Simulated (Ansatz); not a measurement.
Input file for Ansatz (a program for electronic structure):

Ansatz 0.2 input:
```yaml
crystal:
  lattice:
    - [3.3194111251, 0.0, 0.0]
    - [-1.6597055626, 2.87469436, 0.0]
    - [0.0, 0.0, 5.1631986783]
  atoms:
    - { symbol: Sc, position: [0.3333333333, 0.6666666667, 0.75] }
    - { symbol: Sc, position: [0.6666666667, 0.3333333333, 0.25] }
kpoints:
  mp_grid: { grid: [30, 30, 17] }
hamiltonian:
  xc: pbe
  pseudopotentials: { kind: paw }
scf:
  occupations: { method: fermi_dirac, width: 0.1 }
elastic: { mode: relaxed_ion, stencil: two_point, amplitude: 0.005, f_tol: 0.0005 }
```

Output (shortened):

```
Pseudopotential: Sc, paw, valence charge 11
Functional definition: PBE
Crystal: 2 atoms, lattice volume = 49.269 Å³
Basis set: ecut = 420 eV, 965 PW (Γ), exchange–correlation on 48×48×72 points (8 copies of the dense FFT grid, shifted against one another)
Bands: 15, of which v1, the nominal top of the filled ones, is band 11 counted from 1 (10 counted from 0)
Symmetry: 24 space group operations
Space group: P63/mmc (ITA 194), of the structure as read, at distance tolerance 3.7e-5 Å
k-points: 819 of 15300
SCF 1 converged in 8 iterations: F = -4271.683171 eV  dr2 = 3.95e-15
Crystal: 2 atoms, lattice volume = 49.022 Å³
Symmetry: 8 space group operations
k-points: 2169 of 15300
SCF 2 converged in 8 iterations: F = -4271.682651 eV  dr2 = 5.30e-14
relax step   1: F+E_penalty+E_count = -4271.68265134 eV  Δ(F+E_penalty+E_count) = +0.000e0 eV  max|allowed force component| = 9.529e-3 eV/Å  Δτ_max = 0.0000 Å  (8 SCF iters, accepted)
Crystal: 2 atoms, lattice volume = 49.022 Å³
SCF 3 converged in 6 iterations: F = -4271.682678 eV  dr2 = 4.13e-14
relax step   2: F+E_penalty+E_count = -4271.68267778 eV  Δ(F+E_penalty+E_count) = -2.644e-5 eV  max|allowed force component| = 3.434e-3 eV/Å  Δτ_max = 0.0043 Å  (6 SCF iters, accepted)
Crystal: 2 atoms, lattice volume = 49.022 Å³
SCF 4 converged in 6 iterations: F = -4271.682682 eV  dr2 = 1.10e-14
relax step   3: F+E_penalty+E_count = -4271.68268170 eV  Δ(F+E_penalty+E_count) = -3.920e-6 eV  max|allowed force component| = 1.258e-4 eV/Å  Δτ_max = 0.0011 Å  (6 SCF iters, accepted)
Crystal: 2 atoms, lattice volume = 49.022 Å³
SCF 5 converged in 11 iterations: F = -4271.682682 eV  dr2 = 0.0
Crystal: 2 atoms, lattice volume = 49.515 Å³
Basis set: ecut = 420 eV, 969 PW (Γ), exchange–correlation on 48×48×72 points (8 copies of the dense FFT grid, shifted against one another)
SCF 6 converged in 8 iterations: F = -4271.682873 eV  dr2 = 4.67e-14
relax step   1: F+E_penalty+E_count = -4271.68287291 eV  Δ(F+E_penalty+E_count) = +0.000e0 eV  max|allowed force component| = 9.579e-3 eV/Å  Δτ_max = 0.0000 Å  (8 SCF iters, accepted)
Crystal: 2 atoms, lattice volume = 49.515 Å³
SCF 7 converged in 6 iterations: F = -4271.682903 eV  dr2 = 1.98e-14
relax step   2: F+E_penalty+E_count = -4271.68290345 eV  Δ(F+E_penalty+E_count) = -3.054e-5 eV  max|allowed force component| = 5.504e-6 eV/Å  Δτ_max = 0.0032 Å  (6 SCF iters, accepted)
Crystal: 2 atoms, lattice volume = 49.515 Å³
SCF 8 converged in 10 iterations: F = -4271.682903 eV  dr2 = 0.0
Crystal: 2 atoms, lattice volume = 49.022 Å³
SCF 9 converged in 7 iterations: F = -4271.682149 eV  dr2 = 2.22e-15
Crystal: 2 atoms, lattice volume = 49.515 Å³
Basis set: ecut = 420 eV, 977 PW (Γ), exchange–correlation on 48×48×72 points (8 copies of the dense FFT grid, shifted against one another)
SCF 10 converged in 5 iterations: F = -4271.683424 eV  dr2 = 1.00e-14
Crystal: 2 atoms, lattice volume = 49.268 Å³
Symmetry: 4 space group operations
k-points: 3961 of 15300
SCF 11 converged in 9 iterations: F = -4271.683052 eV  dr2 = 1.65e-14
relax step   1: F+E_penalty+E_count = -4271.68305234 eV  Δ(F+E_penalty+E_count) = +0.000e0 eV  max|allowed force component| = 1.200e-4 eV/Å  Δτ_max = 0.0000 Å  (9 SCF iters, accepted)
Crystal: 2 atoms, lattice volume = 49.268 Å³
SCF 12 converged in 11 iterations: F = -4271.683052 eV  dr2 = 5.18e-19
Crystal: 2 atoms, lattice volume = 49.268 Å³
SCF 13 converged in 9 iterations: F = -4271.683052 eV  dr2 = 1.14e-14
relax step   1: F+E_penalty+E_count = -4271.68305234 eV  Δ(F+E_penalty+E_count) = +0.000e0 eV  max|allowed force component| = 1.200e-4 eV/Å  Δτ_max = 0.0000 Å  (9 SCF iters, accepted)
Crystal: 2 atoms, lattice volume = 49.268 Å³
SCF 14 converged in 11 iterations: F = -4271.683052 eV  dr2 = 0.0
SCF converged after 8 iterations
Free energy (F): -4271.683171 eV
Harris-Foulkes:  -4271.683171 eV  (|F-HF|=9.09e-13)
Internal energy: -4271.558738 eV  (E = F + TS)
E sigma→0 (E₀):  -4271.620955 eV
Entropy (-TS):   -0.124433 eV (-62.217 meV/atom)
Fermi energy:    9.260722 eV
--- Per-component energies (eV) ---
  E_band       = -337.270734
  E_kinetic    = 520.633968
  E_local      = -1686.687797  (includes V_loc(G=0)·N_el)
  E_nonlocal   = 166.464778
  E_hartree    = 575.935205
  E_xc         = -208.070244
  E_vxc        = -257.503001  (∫ρ·V_xc dr)
  E_paw        = -1910.946800  (= ΣΔE_a)
  E_vpaw       = -232.049112  (= ΣTr[D̂ρ^β])
  E_aug_tail   = 0.000020  (compensation charges beyond the density's cutoff)
  E_ewald      = -1728.887869
  E_smearing   = -0.124433  (= −TS)
  E_closure    = 0.000000  (closes the sum)
  Σ components = -4271.683171   (vs F -4271.683171, Δ=0.00e0)
--- Forces (eV/Å), atoms counted from 1 ---
  atom   1  Sc     0.00000000     0.00000000     0.00000000
  atom   2  Sc     0.00000000     0.00000000     0.00000000
  max |Σ_I F_I| component: 9.25e-18 eV/Å
--- Stress (GPa, compression-positive) ---
        0.069499       0.000000       0.000000
        0.000000       0.069499       0.000000
        0.000000       0.000000       0.412280
  P = ⅓ Tr σ = 0.1838 GPa (1.838 kbar)
--- Band table (eV; the first three rows and the last of 819) ---
  k-point 0: bands = ["-40.1501", "-40.0786", "-18.9806", "-18.6338", "-18.6338", "-18.5666", "-18.5666", "-18.5429", "4.1389", "7.6340", "9.8794", "10.8569", "10.8569", "11.1213", "11.3086"]
  k-point 1: bands = ["-40.1495", "-40.0792", "-18.9770", "-18.6332", "-18.6332", "-18.5672", "-18.5672", "-18.5468", "4.1625", "7.6012", "9.8673", "10.8419", "10.8419", "11.1053", "11.2930"]
  k-point 2: bands = ["-40.1477", "-40.0810", "-18.9663", "-18.6316", "-18.6316", "-18.5689", "-18.5689", "-18.5583", "4.2329", "7.5016", "9.8399", "10.8055", "10.8055", "11.0579", "11.2489"]
  k-point 818: bands = ["-40.0784", "-40.0784", "-18.8859", "-18.8859", "-18.7845", "-18.7712", "-18.6146", "-18.6146", "8.8450", "8.8624", "9.1181", "9.1181", "9.5406", "9.5406", "11.5984"]
--- Elastic constants: 3 strain directions × 2 members + reference (group order 24) ---
  dense FFT box of the reference and of every strained cell: 24×24×36
  strains applied: 11, 33, 23; error gains …
  C = ∂σ_k/∂η_j (tension-positive GPa; Voigt order 11 22 33 23 13 12):
        98.507     38.030     28.786      0.000      0.000      0.000
        38.030     98.507     28.786      0.000      0.000      0.000
        29.130     29.130    100.123      0.000      0.000      0.000
         0.000      0.000      0.000     30.862      0.000      0.000
         0.000      0.000      0.000      0.000     30.862      0.000
         0.000      0.000      0.000      0.000      0.000     30.239
  reference stress σ⁰ (GPa):     -0.069     -0.069     -0.412      0.000      0.000      0.000
  moduli (Voigt/Reuss/Hill, GPa): K = 54.34/54.28/54.31   G = 31.81/31.62/31.71   E = 79.64   ν = 0.256
  mechanically stable: yes (min eigenvalue of sym C = 30.24 GPa)
  strain η (Voigt 11):  stress-route row diagonal C_11 = 98.51 GPa, energy-path curvature d²(F+E_count+ΔE)/dδ²/Ω₀ = 98.51 GPa
         δ    σ_11 (GPa)             F (eV)   n_scf  n_hpsi   n_pw
    -5.000e-3      -0.5693       -4271.6826817      11  687760    993   relax 3 steps, max|allowed force component| 1.26e-4 eV/Å
     5.000e-3       0.4157       -4271.6829035      10  653501   1008   relax 2 steps, max|allowed force component| 5.50e-6 eV/Å
  strain η (Voigt 33):  stress-route row diagonal C_33 = 100.12 GPa, energy-path curvature d²(F+E_count+ΔE)/dδ²/Ω₀ = 100.13 GPa
         δ    σ_33 (GPa)             F (eV)   n_scf  n_hpsi   n_pw
    -5.000e-3      -0.9192       -4271.6821488       7  231184   1002   relax 0 steps, max|allowed force component| 1.39e-17 eV/Å
     5.000e-3       0.0821       -4271.6834239       5  187076   1008   relax 0 steps, max|allowed force component| 1.30e-16 eV/Å
  strain η (Voigt 23):  stress-route row diagonal C_44 = 30.86 GPa, energy-path curvature d²(F+E_count+ΔE)/dδ²/Ω₀ = 30.98 GPa
         δ    σ_23 (GPa)             F (eV)   n_scf  n_hpsi   n_pw
    -5.000e-3      -0.1543       -4271.6830523      11  1261851   1002   relax 1 steps, max|allowed force component| 1.20e-4 eV/Å
     5.000e-3       0.1543       -4271.6830523      11  1229639   1002   relax 1 steps, max|allowed force component| 1.20e-4 eV/Å
```

Cost: very roughly 29 core-minutes on shared cores.

Space group P6_3/mmc (hcp (Mg type)). Symmetry was held in the PBE relaxation. The run is not spin-polarised. As this level gives no gap, shear constants depend on the k-mesh and smearing (Fermi–Dirac, 0.1 eV here). Axis ratios of metals converge slowly with the k-mesh, so a and c are less sure than the volume. On the denser mesh and wider smearing of the elastic run this cell carries a stress of 0.4 GPa.

Potentials: the later of the program's two PAW sets.

Ansatz is a plane-wave DFT program.
